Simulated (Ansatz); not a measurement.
An Ansatz run on YAl2N3, ordered on the rocksalt lattice (I4/mmm) with 6 atoms a cell left the output below. The cell was relaxed beforehand with r2SCAN.

Structure:
```xyz
6
Lattice="-1.6031 1.6031 6.3586 1.6031 -1.6031 6.3586 1.6031 1.6031 -6.3586" Properties=species:S:1:pos:R:3 pbc="T T T"
Y     0.0000    0.0000    0.0000
N     0.0000    0.0000   10.4437
Al    0.0000    0.0000    4.1633
N     0.0000    0.0000    2.2735
Al    0.0000    0.0000    8.5539
N     0.0000    0.0000    6.3586
```

Output, abridged:
```
scf.n_extra_bands = 5 over 16 filled bands (N_el = 32.0): the run solves 21 bands
Functional definition: HSE06
Crystal: 6 atoms, lattice volume = 65.364 Å³
Basis set: ecut = 420 eV, 1297 PW (Γ), FFT grids on a1+a3, a2+a3, a3
Bands: 21, of which v1, the nominal top of the filled ones, is band 16 counted from 1 (15 counted from 0)
Symmetry: 16 space group operations
Space group: I4/mmm (ITA 139)
k-points: 30 of 216
[warm-up without exact exchange]
SCF 1 stopped early in 4 iterations: F = -6081.865756 eV  dr2 = 6.85e-5
[exact exchange on]
Exchange kernel: α = 0.2500, screened, ω = 0.2079 Å⁻¹, Wigner–Seitz truncation, v(0) = 1045.3264 eV·Å³, q-mesh 6×6×6
preconditioner: auto → none  [insulator: Δε(μ)=2.000 eV  ℏωp=25.2 eV]
SCF 2 stopped early in 7 iterations: F = -6085.094327 eV  dr2 = 1.11e-6
hybrid outer 1: dexx = +1.556e-2 eV, tail = 1.74e-5 eV
SCF 3 converged in 5 iterations: F = -6085.094286 eV  dr2 = 9.72e-10
hybrid outer 2: dexx = +2.770e-7 eV, tail = 7.33e-9 eV, Δε = 2.03e-3 eV, ΔF = 1.17e-3 eV/Å
hybrid SCF converged: 2 outer / 12 inner (+4 warm-up)
Free energy (F): -6085.094286 eV
Fermi energy:    10.282406 eV
--- Per-component energies (eV) ---
  E_band       = -32.416357
  E_kinetic    = 758.364090
  E_local      = -1152.879852
  E_nonlocal   = 199.468073
  E_hartree    = 412.349681
  E_xc         = -354.833724
  E_vxc        = -396.640188
  E_exx        = -76.241936
  E_paw        = -4152.675170
  E_vpaw       = -112.943986
  E_ewald      = -1718.109005
  E_core_change = -0.536731
--- Forces (eV/Å), atoms counted from 1 ---
  atom   1  Y       0.00000      0.00000      0.00000
  atom   2  N       0.00000      0.00000      0.08357
  atom   3  Al      0.00000      0.00000    -0.04141
  atom   4  N       0.00000      0.00000    -0.08357
  atom   5  Al      0.00000      0.00000      0.04141
  atom   6  N       0.00000      0.00000      0.00000
--- Stress (GPa, compression-positive) ---
       -1.835980       0.000000       0.000000
        0.000000      -1.835980       0.000000
        0.000000       0.000000      -2.256919
  P = ⅓ Tr σ = -1.9763 GPa (-19.763 kbar)
--- Band table (eV; the first three rows and the last of 30) ---
  k-point 0: bands = […, 7.3999, 9.2392, 9.2946, 9.2946, 10.2824, 10.2824, 12.2943, 13.4490, 16.7666, 16.7853, …]
  k-point 1: bands = […, 7.4670, 8.0015, 8.1441, 8.2941, 9.3926, 9.7927, 14.8508, 15.5504, 15.9794, 17.4675, …]
  k-point 2: bands = […, 6.5303, 7.2681, 7.7876, 7.8398, 9.2646, 9.5924, 14.2475, 14.9279, 15.6299, 18.6842, …]
  k-point 29: bands = […, 7.5335, 7.5335, 9.3362, 9.3362, 9.9196, 9.9196, 12.2308, 14.7704, 15.8348, 17.6233, …]
```

The file bands.tsv (bands near the Fermi energy, numbered from 0, rounded):
```tsv
# k_distance	band_11	band_12	band_13	band_14	band_15	band_16	band_17	band_18	band_19
# fermi_ev = 10.282406
# [0, 0, 0] at k_distance = 0.000000
# [0, 0, 0.5] at k_distance = 1.385725
# [0.25, 0.25, 0.25] at k_distance = 1.632761
# [0, 0.5, 0] at k_distance = 2.612616
# [0.5, 0.5, -0.5] at k_distance = 3.623133
# [0.2658904608, 0.7341095392, -0.2658904608] at k_distance = 4.540707
# [-0.2658904608, 0.2658904608, 0.2658904608] at k_distance = 5.050239
# [-0.0317809216, 0.0317809216, 0.5] at k_distance = 5.967813
# [0.5, 0.5, -0.0317809216] at k_distance = 6.477345
# levels_relative_to = fermi_ev
0.000	-1.043	-0.988	-0.988	0.000	0.000	2.012	3.167	6.484	6.503
1.386	-3.670	-3.429	-2.222	-0.916	-0.531	3.300	4.174	4.932	6.766
1.633	-3.602	-3.184	-2.520	-0.752	-0.752	4.058	4.058	4.398	6.436
2.613	-3.250	-1.719	-1.623	-1.420	-1.219	5.330	6.458	7.236	7.906
3.623	-2.749	-0.946	-0.946	-0.363	-0.363	1.948	4.488	5.552	7.341
4.541	-3.231	-2.474	-1.339	-1.312	-1.081	5.551	5.632	7.824	7.952
5.050	-3.231	-2.474	-1.339	-1.312	-1.081	5.551	5.632	7.824	7.952
5.968	-3.772	-3.194	-2.263	-0.927	-0.633	3.405	4.249	4.949	6.780
6.477	-3.772	-3.194	-2.263	-0.927	-0.633	3.405	4.249	4.949	6.780
```
In order the rows are Γ, X, P, N, M, S, S₀, R, G.

Q: What input produced it? Give the YAML.

A:
```yaml
crystal:
  # lattice and atoms as above
kpoints:
  mp_grid: { grid: [6, 6, 6] }
  band_path:
    path:
      - [0.0, 0.0, 0.0]
      - [0.0, 0.0, 0.5]
      - [0.25, 0.25, 0.25]
      - [0.0, 0.5, 0.0]
      - [0.5, 0.5, -0.5]
      - [0.2658904608, 0.7341095392, -0.2658904608]
      - [-0.2658904608, 0.2658904608, 0.2658904608]
      - [-0.0317809216, 0.0317809216, 0.5]
      - [0.5, 0.5, -0.0317809216]
    npoints: 1
hamiltonian:
  xc: hse06
scf:
  occupations: { method: fixed }
  n_extra_bands: 5
output:
  forces: true
  stress: true
  eigenvalues: true
```
The exchange loop and the term E_exx show exact exchange. A single point prints forces and stress when the output block asks for them. This is the file that was run, less any keys that only write grids; thresholds and some counts can't be read off the log exactly.

It took 100 s on 1 × NVIDIA H100 80GB HBM3 with 2 threads of AMD EPYC 7R13 Processor (Zen 3) (shared host); peak host memory 3.9 GiB.

The calculation is spin-unpolarised, and the structure need not be a phase that has been made.

The runs are scalar-relativistic, without spin-orbit coupling.

The stress of a hybrid is loosely converged in these runs.
